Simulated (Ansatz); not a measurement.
Relaxed-ion elastic tensor of SrVO₃ (cubic perovskite, Pm-3m) in GPa (Voigt order), PBEsol (plane waves, PAW; program Ansatz); density 5.60 g/cm³, 11.06 Å³ per atom.

|  | 1 | 2 | 3 | 4 | 5 | 6 |
|---|---|---|---|---|---|---|
| 1 | 356 | 122 | 122 | 0.0 | 0.0 | 0.0 |
| 2 | 122 | 356 | 122 | 0.0 | 0.0 | 0.0 |
| 3 | 122 | 122 | 356 | 0.0 | 0.0 | 0.0 |
| 4 | 0.0 | 0.0 | 0.0 | 121 | 0.0 | 0.0 |
| 5 | 0.0 | 0.0 | 0.0 | 0.0 | 121 | 0.0 |
| 6 | 0.0 | 0.0 | 0.0 | 0.0 | 0.0 | 121 |

Question: Is the crystal mechanically stable?

Answer: Yes: the smallest eigenvalue of C is 121 GPa.

Question: Work out the Voigt, Reuss and Hill averages.

Answer: K_V = 200, K_R = 200, K_H = 200; G_V = 119, G_R = 119, G_H = 119 GPa.

Question: Give Young's modulus, Poisson's ratio, Pugh's ratio and the universal anisotropy index.

Answer: E = 9KG/(3K + G) = 299 GPa; ν = 0.25; K/G = 1.68 (near the Pugh limit of 1.75, no verdict); A_U = 5G_V/G_R + K_V/K_R − 6 = 0.00.

Question: Estimate the sound speeds and the Debye temperature.

Answer: v_l = √((K + 4G/3)/ρ) = 8010 m/s, v_t = √(G/ρ) = 4620 m/s, mean 5130 m/s; Θ = (h/k)(3n/4πV)^(1/3) v_m = 685 K.

Question: Give the Zener ratio and Young's modulus along [100], [110] and [111].

Answer: A = 2C44/(C11 − C12) = 1.04; 1/E = S11 − 2(S11 − S12 − S44/2)Γ with Γ = 0, 1/4, 1/3 gives 293, 300, 303 GPa.

Symmetry was held in the PBEsol relaxation. The workflow began spin-polarised and lost its moments. No Hubbard U is applied. The compound may be a true metal, but semilocal functionals without U, or a wrong spin order, can also close a gap. As this level gives no gap, shear constants depend on the k-mesh and smearing (Fermi–Dirac, 0.1 eV here).

Potentials: the later of the program's two PAW sets.
